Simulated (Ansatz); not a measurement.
The cell is COD entry 1522376, as deposited and not checked against the literature; nothing was relaxed.

An input for MnHg: DFT, PBE, all-electron LAPW, scalar-relativistic (Ansatz 0.2.0).

```yaml
crystal:
  lattice:
    - [3.315, 0.0, 0.0]
    - [0.0, 3.315, 0.0]
    - [0.0, 0.0, 3.315]
  atoms:
    - { symbol: Mn, position: [0.5, 0.5, 0.5], spin: 4.0 }
    - { symbol: Hg, position: [0.0, 0.0, 0.0] }
magnetization:
  spin_polarized: true
kpoints:
  mp_grid: { grid: [11, 11, 11] }
  band_path:
    path:
      - [0.0, 0.0, 0.0]
      - [0.0, 0.5, 0.0]
      - [0.5, 0.5, 0.0]
      - [0.0, 0.0, 0.0]
      - [0.5, 0.5, 0.5]
      - [0.0, 0.5, 0.0]
      - [0.5, 0.5, 0.5]
      - [0.5, 0.5, 0.0]
    npoints: 8
scf:
  occupations: { method: fermi_dirac, width: 0.08 }
hamiltonian:
  xc: pbe
  pseudopotentials: { kind: all_electron, lapw: { basis_error: 0.00025 } }
output:
  forces: true
  stress: true
  eigenvalues: true
  populations: true
  dos: { projected: true, de: 0.2, e_range: [-14, 8] }
```

Set-up and iterations as logged by Ansatz (the results part is left out, to be predicted):

```
Mn: projections on atomic orbitals take those of the free atom 1s2 2s2 2p6 3s2 3p6 3d5 4s2, of charge +0.00 (hamiltonian.pseudopotentials.projection_atoms)
Hg: projections on atomic orbitals take those of the free atom 1s2 2s2 2p6 3s2 3p6 3d10 4s2 4p6 4d10 4f14 5s2 5p6 5d10 6s2, of charge +0.00 (hamiltonian.pseudopotentials.projection_atoms)
LAPW: plane waves up to 8.420 Å⁻¹, error target 2.5e-4 eV per atom; small_component_spin mean_spin; Mn in spheres of 1.392 Å, 15 of its electrons in bands, Dirac shells []; Hg in spheres of 1.479 Å, 44 of its electrons in bands, Dirac shells []
Engine: ansatz 0.2.0
Pseudopotentials: kind: all_electron
Pseudopotential: Mn, LAPW, valence charge 15, Koelling and Harmon's equation, gaussian nucleus
Pseudopotential: Hg, LAPW, valence charge 44, Koelling and Harmon's equation, gaussian nucleus
Functional definition: PBE
  parameter kappa = 0.804
  parameter beta = 0.06672455060314922
  exchange = pbe_x(kappa = kappa, mu = beta*pi^2/3)
  correlation = pbe_c(beta = beta)
Crystal: 2 atoms, lattice volume = 36.429 Å³
Basis set: ecut = 270.0898874297642 eV, 365 PW (Γ), exchange–correlation at level 2
Bands: 38, of which v1, the nominal top of the filled ones, is band 30 counted from 1 (29 counted from 0)
Symmetry: 48 space group operations
Space group: Pm-3m (ITA 221), of the structure as read, at distance tolerance 3.3e-5 Å
Magnetic group: BNS 221.92 (UNI 1594), of the structure as read, at distance tolerance 3.3e-5 Å
k-points: 56 of 1331
Non-local potential: Mn, projectors of the file, none
Non-local potential: Hg, projectors of the file, none
Initial density: superposition of atomic densities (chi_scale 0.1, normalization cell)
Starting moments: Σ|m| = 4 μB on 1 of 2 sites
Initial wavefunctions: plane waves of lowest kinetic energy (no species holds an atomic orbital)
Functional: x = pbe(κ = 0.804, μ = 0.2195149727645171), c = pbe(β = 0.06672455060314922)
iter 1 solved again at ethr=1.00e-3 eV; its pass at ethr=1.00e-1 eV (dr2=5.92e-1 eV) is discarded
SCF iter   1: F=—  HF=-565357.662590 eV  |F-HF|=—  |Δ(HF+E_count)|=         —  Δρ=1.67e-2 (↑1.67e-2 ↓1.35e-2)  dr2=5.92e-1  dr2_m=4.34e-3  β_m=0.30  ethr=1.00e-3  ⟨swp⟩=2.1  Hψ=25515  notcnv=0
Mixer restart at iter 1: flushing history
SCF iter   2: F=—  HF=-565357.343811 eV  |F-HF|=—  |Δ(HF+E_count)|=   3.19e-1  Δρ=7.96e-3 (↑7.96e-3 ↓6.10e-3)  dr2=9.29e-2  dr2_m=3.43e-3  β_m=0.33  ethr=1.00e-3  ⟨swp⟩=2.0  Hψ=12394  notcnv=0
SCF iter   3: F=—  HF=-565357.316022 eV  |F-HF|=—  |Δ(HF+E_count)|=         —  Δρ=5.91e-3 (↑5.91e-3 ↓4.26e-3)  dr2=5.76e-2  dr2_m=1.70e-3  β_m=0.47  ethr=1.57e-4  ⟨swp⟩=2.0  Hψ=12092  notcnv=0
the basis was enlarged: its passes take 1020.1 KiB over the memory plan, 2 of 2 planned eigensolver slots
SCF iter   4: F=—  HF=-565357.315998 eV  |F-HF|=—  |Δ(HF+E_count)|=   2.40e-5  Δρ=2.73e-3 (↑2.73e-3 ↓2.30e-3)  dr2=1.71e-2  dr2_m=1.73e-4  β_m=0.52  ethr=9.76e-5  ⟨swp⟩=2.0  Hψ=11602  notcnv=0
SCF iter   5: F=—  HF=-565357.314625 eV  |F-HF|=—  |Δ(HF+E_count)|=   1.37e-3  Δρ=1.49e-3 (↑1.49e-3 ↓1.40e-3)  dr2=6.61e-3  dr2_m=1.06e-5  β_m=0.70  ethr=2.89e-5  ⟨swp⟩=2.0  Hψ=12068  notcnv=0
SCF iter   6: F=—  HF=-565357.314914 eV  |F-HF|=—  |Δ(HF+E_count)|=   2.88e-4  Δρ=6.33e-4 (↑6.30e-4 ↓6.33e-4)  dr2=1.24e-3  dr2_m=4.30e-6  β_m=0.70  ethr=1.12e-5  ⟨swp⟩=2.0  Hψ=12026  notcnv=0
iter 7 solved again at ethr=7.07e-8 eV; its pass at ethr=2.10e-6 eV (dr2=4.17e-5 eV) is discarded
SCF iter   7: F=—  HF=-565357.314819 eV  |F-HF|=—  |Δ(HF+E_count)|=   9.47e-5  Δρ=2.47e-4 (↑2.00e-4 ↓2.47e-4)  dr2=4.17e-5  dr2_m=6.70e-6  β_m=0.85  ethr=7.07e-8  ⟨swp⟩=2.0  Hψ=20602  notcnv=0
SCF iter   8: F=—  HF=-565357.314908 eV  |F-HF|=—  |Δ(HF+E_count)|=   8.87e-5  Δρ=4.67e-5 (↑3.77e-5 ↓4.67e-5)  dr2=3.07e-6  dr2_m=1.54e-8  β_m=0.85  ethr=7.07e-8  ⟨swp⟩=2.5  Hψ=12396  notcnv=0
SCF iter   9: F=—  HF=-565357.314905 eV  |F-HF|=—  |Δ(HF+E_count)|=   3.04e-6  Δρ=1.58e-5 (↑1.28e-5 ↓1.58e-5)  dr2=2.99e-7  dr2_m=6.85e-9  β_m=0.93  ethr=5.21e-9  ⟨swp⟩=2.4  Hψ=12175  notcnv=0
SCF iter  10: F=—  HF=-565357.314905 eV  |F-HF|=—  |Δ(HF+E_count)|=   9.90e-8  Δρ=7.93e-6 (↑6.62e-6 ↓7.93e-6)  dr2=8.39e-8  dr2_m=2.29e-9  β_m=0.96  ethr=5.07e-10  ⟨swp⟩=2.5  Hψ=12218  notcnv=0
SCF iter  11: F=-565357.314905 eV  HF=-565357.314905 eV  |F-HF|=6.53e-8  |Δ(HF+E_count)|=   3.38e-8  Δρ=2.13e-6 (↑2.13e-6 ↓2.13e-6)  dr2=1.14e-8  dr2_m=8.63e-12  ethr=1.42e-10  ⟨swp⟩=2.5  Hψ=12269  notcnv=0
```

**Question.** What pressure will this run report?

**Answer.** 0.53 GPa (positive in compression).

**Question.** What moment will the cell end with?

**Answer.** 3.92 μB.

**Question.** Is there a band gap?

**Answer.** none: bands cross the Fermi level, a metal.
